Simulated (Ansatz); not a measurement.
**Na$_{3}$SF (Pm-3m) at 2 levels of theory**

One geometry, relaxed with PBE; plane waves with PAW potentials in Ansatz, scalar-relativistic. No spin polarisation. Gaps are the least over mesh and band path; pressure is positive in compression, and isn't given for hybrids.

```cif
data_structure
_symmetry_space_group_name_H-M 'Pm-3m'
_symmetry_Int_Tables_number 221
_cell_length_a 4.4528
_cell_length_b 4.4528
_cell_length_c 4.4528
_cell_angle_alpha 90.000
_cell_angle_beta 90.000
_cell_angle_gamma 90.000
_cell_volume 88.29
loop_
_atom_site_label
_atom_site_type_symbol
_atom_site_symmetry_multiplicity
_atom_site_Wyckoff_symbol
_atom_site_fract_x
_atom_site_fract_y
_atom_site_fract_z
_atom_site_occupancy
Na1 Na 3 d 0.50000 0.00000 0.00000 1
S1 S 1 b 0.50000 0.50000 0.50000 1
F1 F 1 a 0.00000 0.00000 0.00000 1
```

```json
{"level": "PBE", "cutoff (eV)": "420", "k mesh": "6×6×6", "gap (eV)": "2.35", "pressure (GPa)": "0.0"}
```

**Question.** What comes out on the same cell with HSE06?

**Answer.**
```json
{"level": "HSE06", "cutoff (eV)": "420", "k mesh": "4×4×4", "gap (eV)": "3.41", "pressure (GPa)": "-"}
```

The cell was found from a structure generator's guess, not taken from experiment.
